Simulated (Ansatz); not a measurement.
The start is a generated trial cell of NbP in the CsCl structure type. Cell shape, volume and atoms are optimised at zero target pressure with PBE (plane waves to 420 eV, PAW, scalar-relativistic; Ansatz, an electronic-structure program). First-step values are on the input's coarse k-mesh.

Ansatz input (later rounds restart from its end on a renewed k-mesh):
Ansatz 0.2 input:
```yaml
crystal:
  lattice:
    - [2.978665, 0, 0]
    - [0, 2.978665, 0]
    - [0, 0, 2.978665]
  atoms:
    - { symbol: Nb, position: [0, 0, 0] }
    - { symbol: P, position: [0.5, 0.5, 0.5] }
basis: { ecutwfc: 420, ecutrho_ratio: 4, xc_grid: 2, fft_grid_basis: typed }
kpoints: { mp_grid: { grid: [8, 8, 8] } }
hamiltonian:
  xc: pbe
  dispersion: none
  pseudopotentials: { kind: paw }
scf: { occupations: { method: fermi_dirac, width: 0.05 } }
relax: { f_tol: 0.01, max_steps: 100, cell: { stress_tol: 0.02 } }
output: { forces: true, stress: true }
```

**Question.** How large is the pressure on the unrelaxed cell, and of which sign?

**Answer.** +33 GPa (positive: the cell is compressed).

**Question.** By how much does the energy per atom fall from start to end?

**Answer.** 0.17 eV/atom.

**Question.** How does the volume per atom move from start to end?

**Answer.** +13.8 %, from 13.21 to 15.04 Å³/atom.

**Question.** How do the shortest distances between atoms change?

**Answer.** The closest pairs of elements (up to four, under 3.6 Å), start → end: Nb–P 2.58 → 2.69 Å; Nb–Nb 2.98 → 3.11 Å; P–P 2.98 → 3.11 Å.

**Question.** What band gap does the relaxed structure have at this level?

**Answer.** Zero (metallic).

**Question.** Write out the relaxed structure.

**Answer.** 
Space group Pm-3m (No. 221); a = b = c = 3.1099 Å, α = β = γ = 90.00°

| atom | site | symmetry | x | y | z |
|---|---|---|---|---|---|
| Nb | 1a | m-3m | 0.0000 | 0.0000 | 0.0000 |
| P | 1b | m-3m | 0.5000 | 0.5000 | 0.5000 |

The space group stays Pm-3m (No. 221) (the run could not lower it); the end is CsCl type, with 2 atoms in the primitive cell. Final values are on a 15×15×15 k-mesh of the relaxed cell. No spin polarisation in the result.

The run could not lose the symmetry of its start, so the end can be a saddle point.

All atoms sit on sites fixed by symmetry, so only the cell could relax.

The relaxed structure here is a generated cell of NbP: the first start was made by placing the elements on the sites of a structure type, and the end was not matched to a known phase here, so it may be hypothetical.
